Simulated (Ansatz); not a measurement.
**Profile along the Ti–Ti line in TiHg (space group P4/mmm)**

TiHg (space group P4/mmm)

```xyz
2
Lattice="2.9841 0.0000 0.0000 0.0000 2.9841 0.0000 0.0000 0.0000 4.1125" Properties=species:S:1:pos:R:3 pbc="T T T"
Ti     1.4920     1.4920     2.0562
Hg     0.0000     0.0000     0.0000
```

Fields along a shortest Ti–Ti line of a (001) plane (2.98 Å), from Ti to Ti, interpolated on the slice's grid (step about 0.1 Å). These are r2SCAN (plane waves to 500 eV, PAW, scalar-relativistic; Ansatz, a first-principles code) values and carry that method's errors. k mesh 16×16×11. These are valence fields of a PAW run, semicore shells included where kept as valence: close to a nucleus they are smooth pseudo fields. Spin-orbit coupling is left out, though Hg is heavy. TiHg is run without spin polarisation. TiHg was relaxed with its symmetry unable to fall.

```json
[
 {"distance from Ti (Å)": "0.00", "valence electron density (e/Å³)": "10.17", "electron localisation function": "x"},
 {"distance from Ti (Å)": "0.30", "valence electron density (e/Å³)": "8.80", "electron localisation function": "x"},
 {"distance from Ti (Å)": "0.60", "valence electron density (e/Å³)": "3.77", "electron localisation function": "0.69"},
 {"distance from Ti (Å)": "0.89", "valence electron density (e/Å³)": "0.66", "electron localisation function": "0.38"},
 {"distance from Ti (Å)": "1.19", "valence electron density (e/Å³)": "0.23", "electron localisation function": "0.20"},
 {"distance from Ti (Å)": "1.49", "valence electron density (e/Å³)": "0.18", "electron localisation function": "0.33"},
 {"distance from Ti (Å)": "1.79", "valence electron density (e/Å³)": "0.23", "electron localisation function": "0.20"},
 {"distance from Ti (Å)": "2.09", "valence electron density (e/Å³)": "0.66", "electron localisation function": "0.38"},
 {"distance from Ti (Å)": "2.38", "valence electron density (e/Å³)": "3.77", "electron localisation function": "0.69"},
 {"distance from Ti (Å)": "2.68", "valence electron density (e/Å³)": "8.80", "electron localisation function": "x"},
 {"distance from Ti (Å)": "2.98", "valence electron density (e/Å³)": "10.17", "electron localisation function": "x"}
]
```

x: too close to a nucleus for the ELF to mean much.

Density on the Ti–Ti line (2.98 Å) at its midpoint: 0.18 e/Å³. ELF at that point: 0.33.
